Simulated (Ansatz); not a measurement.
MgO:
```
MgO
1.0
    0.00000     2.10710     2.10710
    2.10710     0.00000     2.10710
    2.10710     2.10710     0.00000
Mg O
1 1
Direct
  0.50000   0.50000   0.50000
  0.00000   0.00000   0.00000
```

Relaxed with PBEsol.

Q: Decompose the optical modes at the zone centre into irreducible representations, and say which are infrared and Raman allowed.

A: Point group m-3m: Γ_opt = T1u. Infrared: T1u. Raman: none.

Q: Assign frequencies (DFPT, PBEsol in the plane-wave PAW code Ansatz; without the LO–TO term).

A: T1u 388 cm⁻¹.

Space group Fm-3m (rock salt). Symmetry was held in the PBEsol relaxation; phonons on a q-mesh show no instability.

Potentials: the later of the program's two PAW sets.
